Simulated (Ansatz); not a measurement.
ScCo:
```cif
data_CoSc
_chemical_formula_sum 'Sc1 Co1'
_space_group_name_H-M_alt 'Pm-3m'
_space_group_IT_number 221
_space_group_name_Hall '-P 4 2 3'
_cell_length_a 3.07147
_cell_length_b 3.07147
_cell_length_c 3.07147
_cell_angle_alpha 90.000
_cell_angle_beta 90.000
_cell_angle_gamma 90.000
loop_
_atom_site_label
_atom_site_type_symbol
_atom_site_symmetry_multiplicity
_atom_site_Wyckoff_symbol
_atom_site_fract_x
_atom_site_fract_y
_atom_site_fract_z
_atom_site_occupancy
Sc1 Sc 1 b 0.50000 0.50000 0.50000 1
Co1 Co 1 a 0.00000 0.00000 0.00000 1
```

This is the PBEsol-relaxed structure.

**Question.** All from the program Ansatz at the PBEsol level (PAW), unless another level is named. Predict the bulk modulus (Birch–Murnaghan fit).

**Answer.** 133 GPa.

**Question.** What about the elastic constants (relaxed ions, GPa)?

**Answer.** C11 = 216, C12 = 90.6, C44 = 57.5.

The workflow started from a Materials Project entry (that database holds measured and hypothetical structures alike); the Crystallography Open Database files this formula in space group No. 221, but the cells were not matched. Its standing as an ambient phase is unchecked. Symmetry was held in the PBEsol relaxation; of distortions, only those at the zone centre were tested. The workflow began spin-polarised and lost its moments. As this level gives no gap, shear constants depend on the k-mesh and smearing (Fermi–Dirac, 0.1 eV here).

Potentials: the later of the program's two PAW sets.
